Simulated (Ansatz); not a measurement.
Question: Name crystals whose computed values (the program Ansatz at the r²SCAN level (PAW)) fall in these windows: Θ_D (K) 710 to 950; B₀ by P(V) fit (GPa) 110 to 140.

Answer: 

```
crystal                       Θ_D (K)  B₀ by P(V) fit (GPa)
----------------------------  -------  --------------------
BP, Pm-3n (B on 6c, P on 6d)      867                   127
BeS, rock salt                    786                   111
```
Others may fit too.

Typed or built starts, not in the databases checked: BP, Pm-3n (B on 6c, P on 6d); BeS, rock salt. Not the usual ambient phase: BP, Pm-3n (B on 6c, P on 6d). All cells were relaxed under the symmetry of their starts (and spin orders); stability against distortions was not tested throughout.

Potentials: the later of the program's two PAW sets.
